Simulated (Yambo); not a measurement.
Yambo run on BaO (NiAs type, space group P6_3/mmc, No. 194) under biaxial strain of -2 % along x and y, z relaxed. The wavefunctions come from this Quantum ESPRESSO step (PBEsol, PseudoDojo standard norm-conserving files, scalar-relativistic):

```
&CONTROL
  calculation = 'nscf'
  pseudo_dir = './pseudo'
  outdir = './out'
/
&SYSTEM
  ibrav = 0
  nat = 4
  ntyp = 2
  ecutwfc = 84.0
  ecutrho = 336.0
  occupations = 'fixed'
  force_symmorphic = .true.
  nbnd = 123
/
&ELECTRONS
  conv_thr = 4e-09
  diago_full_acc = .true.
  diago_thr_init = 1e-08
/
ATOMIC_SPECIES
O 15.9990 O.upf
Ba 137.3270 Ba.upf
CELL_PARAMETERS angstrom
  3.668545915911   0.000000000000   0.000000000000
 -1.834272957955   3.177053958129   0.000000000000
  0.000000000000   0.000000000000   6.593132724000
ATOMIC_POSITIONS crystal
O   0.000000000000   0.000000000000   0.500000000000
O   0.000000000000   0.000000000000   0.000000000000
Ba   0.333333333333   0.666666666667   0.250000000000
Ba   0.666666666667   0.333333333333   0.750000000000
K_POINTS automatic
6 6 2 0 0 0
```

Yambo input:

```
rim_cut
gw0
dyson
el_el_corr
HF_and_locXC
ppa
em1d
RandQpts= 1000000
RandGvec= 1 Ry
EXXRLvcs= 84 Ry
VXCRLvcs= 336 Ry
Chimod= "HARTREE"
% BndsRnXp
 1 | 121 |
%
NGsBlkXp= 7 Ry
% LongDrXp
 1.0 | 1.0 | 1.0 |
%
PPAPntXp= 27.2114 eV
% GbndRnge
 1 | 121 |
%
GTermKind= "BG"
DysSolver= "n"
ExtendOut
% QPkrange
 1 | 1 | 16 | 17 |
 7 | 7 | 16 | 17 |
 14 | 14 | 16 | 17 |
%
```

k points by index: 1 = Γ, 7 = M, 14 = H.

Table of the .qp output:

```
#    K-point    Band    Eo [eV]    E [eV]    E-Eo [eV]    Vxc [eV]    Vnlxc [eV]    Sc|Eo [eV]    Sc|E [eV]    dSc/dw|Eo [eV]    Re(Z)    Im(Z)
#
    1    16    -0.092134    -0.640793    -0.548659    -18.65964    -23.52803    4.160401    4.319737    -7.900569    0.774987    -0.001416
    1    17    3.507675    4.053846    0.546171    -9.470141    -4.724837    -4.098681    -4.199133    -5.003976    0.844670    -0.832196E-3
    7    16    -0.033924    -0.628536    -0.594613    -18.56933    -23.43690    4.102983    4.272950    -7.776577    0.777733    -0.001373
    7    17    2.390524    2.901720    0.511196    -9.666917    -5.194899    -3.866084    -3.960821    -5.042046    0.843673    -0.952328E-3
    14    16    0.000000    -0.602093    -0.602093    -18.64093    -23.55100    4.135732    4.307984    -7.783167    0.777587    -0.001364
    14    17    4.940188    5.558106    0.617918    -10.01026    -4.883679    -4.386705    -4.508666    -5.370203    0.835176    -0.709922E-3
```
(The two width columns are left out.) Convergence of these settings isn't established.

This is not the ordinary phase of the substance; no match was found in the copy of COD used, and its stability was not checked.
